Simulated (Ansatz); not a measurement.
## SrAg$_{2}$Si$_{2}$: strain energy, fitted

SrAg$_{2}$Si$_{2}$, I4/mmm, a = 4.334 Å, c = 10.398 Å. The structure is a COD entry; whether it is the stable form wasn't checked. Ansatz: PBEsol, PAW, 420 eV, Γ-centred 8×8×4 mesh on 10 atoms, Gaussian smearing 0.10 eV; no spin polarisation. Series: biaxial strain in the a-b plane, c and atoms relaxed; x is the strain in per cent. y is the free energy over the unstrained cell, V0 = 19.530 Å³/atom.

```
x (%) y (meV/atom)
 -6.0             ?
 -4.0         28.77
 -2.0          7.03
  0.0          0.00
  2.0          4.49
  4.0         19.95
  6.0         45.22
```

Q: Fit y = c2 x² + c3 x³ to the other rows, turn c2 into a modulus, and predict the missing energy.

A: Least squares on the rows shown. y = 1.5601 x² − 0.053634 x³. In eV per unit strain² c2 is 15.60; M is the biaxial modulus (E = M V0 ε²): 15.60 × 160.2 / (19.530) = 128 GPa. With a term in x⁴ added, the coefficient of x² becomes 1.400, 10 % less, which shows how far this figure hangs on the form. At x = -6.0 the fit asked for gives 67.75 meV/atom. The run gave 69.18 meV/atom, so the fit is 1.43 meV/atom too low, within twice the rms miss on the fitted rows (0.99 meV/atom).